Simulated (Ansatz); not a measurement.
BaGaBO3F2:
```xyz
16
Lattice="4.8941 0.0000 0.0000 -2.4471 4.2385 0.0000 0.0000 0.0000 9.5766" Properties=species:S:1:pos:R:3 pbc="T T T"
Ba     0.0000     0.0000     0.0000
Ba     0.0000     0.0000     4.7883
Ga     0.0000     2.8256     2.3942
Ga     2.4471     1.4128     7.1825
B      2.4471     1.4128     2.3942
B      0.0000     2.8256     7.1825
O      3.0467     2.6477     2.3942
O     -0.5996     1.5908     7.1825
O     -0.7696     3.9623     7.1825
O      3.2167     0.2761     2.3942
O      1.0778     1.3146     2.3942
O      1.3692     2.9238     7.1825
F      0.0000     2.8256     4.3508
F      2.4471     1.4128     5.2258
F      2.4471     1.4128     9.1391
F      0.0000     2.8256     0.4375
```

DFT-r²SCAN in the program Ansatz with PAW potentials gives a gap of 6.02 eV without spin–orbit coupling, maximum at H, minimum at Γ.

**Question.** What happens when spin–orbit coupling is switched on?

**Answer.** The gap is nearly the same, to 6.02 eV; maximum on the H–K line, 42 % of the way from H, minimum at Γ.

**Question.** Give the electron effective mass with spin–orbit coupling.

**Answer.** 0.49 mₑ (isotropic).

Space group P6_3/m. The workflow started from a Materials Project entry (that database holds measured and hypothetical structures alike); the Crystallography Open Database files this formula in space group No. 176, but the cells were not matched. Whether it is the stable phase at ambient conditions was not checked. The cell was relaxed with r²SCAN under the symmetry of its start; its stability against distortions is not shown here.

Potentials: the later of the program's two PAW sets.
